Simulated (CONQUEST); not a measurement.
Input and output of a self-consistent single point for a model cell of TaAs (P2_13, 8 atoms in the cell; prototype structure) (CONQUEST).

All values come from this method and carry its errors: PBE, numerical atomic orbitals double-zeta with polarisation (the shipped basis), PseudoDojo norm-conserving potentials made for PBE in CONQUEST.

The change in words: lattice scaled by 1.03; Grid.GridCutoff: 140 Ha → 84 Ha. Reference geometry (P2_13):
```yaml
crystal:
  lattice:
    - [5.01488, 0.00000, 0.00000]
    - [0.00000, 5.01488, 0.00000]
    - [0.00000, 0.00000, 5.01488]
  atoms:
    - { symbol: Ta, position: [0.13652, 0.13652, 0.13652] }
    - { symbol: Ta, position: [0.63652, 0.36348, 0.86348] }
    - { symbol: Ta, position: [0.86348, 0.63652, 0.36348] }
    - { symbol: Ta, position: [0.36348, 0.86348, 0.63652] }
    - { symbol: As, position: [0.84240, 0.84240, 0.84240] }
    - { symbol: As, position: [0.34240, 0.65760, 0.15760] }
    - { symbol: As, position: [0.15760, 0.34240, 0.65760] }
    - { symbol: As, position: [0.65760, 0.15760, 0.34240] }
```

Reference input (self-consistent single point, DFT, PBE, numerical atomic orbitals double-zeta with polarisation (the shipped basis), PseudoDojo norm-conserving potentials made for PBE): basis = DZP; Diag.MPMeshX, Y, Z = 2 2 2; potentials = PseudoDojo norm-conserving PBE; Grid.GridCutoff = 140 Ha; DM.SolutionMethod = diagon; Diag.SmearingType = 1; Diag.kT = 0.003675 Ha; Diag.GammaCentred = true; Diag.MPOrder = 1; minE.SCTolerance = 1.0e-06; SC.MaxIters = 100; SC.LinearMixingFactor = 0.3. This run's input differs from it in these lines:

```diff
@@ -16,3 +16,3 @@
 
-Grid.GridCutoff                140
+Grid.GridCutoff                84
 DM.SolutionMethod              diagon
@@ -35,14 +35,14 @@
 # file: coords.dat
-     5.014883000      0.000000000      0.000000000
-     0.000000000      5.014883000      0.000000000
-     0.000000000      0.000000000      5.014883000
+     5.165329000      0.000000000      0.000000000
+     0.000000000      5.165329000      0.000000000
+     0.000000000      0.000000000      5.165329000
 8
-    0.684631827     0.684631827     0.684631827  1 T T T
-    3.192073327     1.822809673     4.330251173  1 T T T
-    4.330251173     3.192073327     1.822809673  1 T T T
-    1.822809673     4.330251173     3.192073327  1 T T T
-    4.224537439     4.224537439     4.224537439  2 T T T
-    1.717095939     3.297787061     0.790345561  2 T T T
-    0.790345561     1.717095939     3.297787061  2 T T T
-    3.297787061     0.790345561     1.717095939  2 T T T
+    0.705170715     0.705170715     0.705170715  1 T T T
+    3.287835215     1.877493785     4.460158285  1 T T T
+    4.460158285     3.287835215     1.877493785  1 T T T
+    1.877493785     4.460158285     3.287835215  1 T T T
+    4.351273150     4.351273150     4.351273150  2 T T T
+    1.768608650     3.396720350     0.814055850  2 T T T
+    0.814055850     1.768608650     3.396720350  2 T T T
+    3.396720350     0.814055850     1.768608650  2 T T T
```

Output, abridged:

```
    new_SC_potl: Starting.  Tolerance:  0.10000E-05

    PulayMixSC: Starting Pulay mixing, A_up =  0.300 A_dn =  0.300
    PulayMixSC: Spin non-polarised calculation.
    PulayMixSC: with Kerker preconditioning, q0 =  0.300
          Harris-Foulkes Energy            :    -18631.261264546883467 eV
          GroundState Energy (kT --> 0)    :    -18631.261816852602351 eV
          Free Energy (E-TS)               :    -18631.262093005465431 eV
          DFT Total Energy                 :    -18630.333056197632686 eV
          Total number of electrons        :       111.999999999997485
   [... lines left out ...]
          Total number of electrons        :       112.000089268985022
    PulayMixSC: Pulay iteration     8 residual:              0.22821E-05
          Harris-Foulkes Energy            :    -18630.645657724693592 eV
          GroundState Energy (kT --> 0)    :    -18630.647577908290259 eV
          Free Energy (E-TS)               :    -18630.648538000088593 eV
          DFT Total Energy                 :    -18630.645657571461925 eV
          Total number of electrons        :       112.000092613650509
    PulayMixSC: Pulay iteration     9 residual:              0.49854E-06
    PulayMixSC: Reached SCF tolerance of  0.49854E-06 after      9 iterations
      | Number of electrons      =       112.000093
      |* band energy as 2Tr[K.H] =     -3618.460659934848991 eV
      |  screened ion-ion energy =    -13747.124106171329913 eV
      |  Ha correction           =        73.949107541977057 eV
      |  XC correction           =     -1339.009963995365979 eV
      | GS Energy with kT -> 0   =    -18630.647577908290259 eV
      | Free Energy as E-TS      =    -18630.648538000088593 eV
      |* Harris-Foulkes energy   =    -18630.645657724693592 eV
      |* DFT total energy        =    -18630.645657571461925 eV
      |  estimated accuracy      =        -0.000000153234121 eV

    force: Forces on atoms (eV/A )
    force:  Atom   X              Y              Z
   [... lines left out ...]
    force: Maximum force :        0.21782256(eV/A ) on atom         5 in y direction
   [... lines left out ...]
    force: Force Residual:        0.28264823 eV/A
    force: Total stress:          1.33522083     0.00000000     0.00000000 GPa
                             0.00000000     1.33522083     0.00000000
                             0.00000000     0.00000000     1.33522083
    force: Average pressure:     -1.33522083 GPa

    force: Finished force
    get_E_and_F: Change in energy during last step of electronic optimisation:  0.80965E-06
```

The run converged in 9 iterations. CONQUEST prints the stress tensor with tension positive. Against the reference run the free energy goes down by 62.9 meV/atom, the pressure goes from 17.11 to -1.34 GPa and the largest force goes from 0.642 to 0.377 eV/Å.

The cell was set up from a structure prototype or typed lattice constants and was not relaxed beforehand at this level. The program uses no crystal symmetry, so grid and mesh can part values that symmetry would make equal. The atom-centred basis is finite, which shifts total energies, pressures and forces against plane waves. This run is one point of a test of settings, so its values need not be converged; read them against the reference run alone. No clean gap shows at this smearing width and mesh (spacing up to 0.61 Å⁻¹); the mesh is coarse for partly filled bands, so the values carry mesh errors.

Cost on one core: around 2.2 core-minutes (rough).
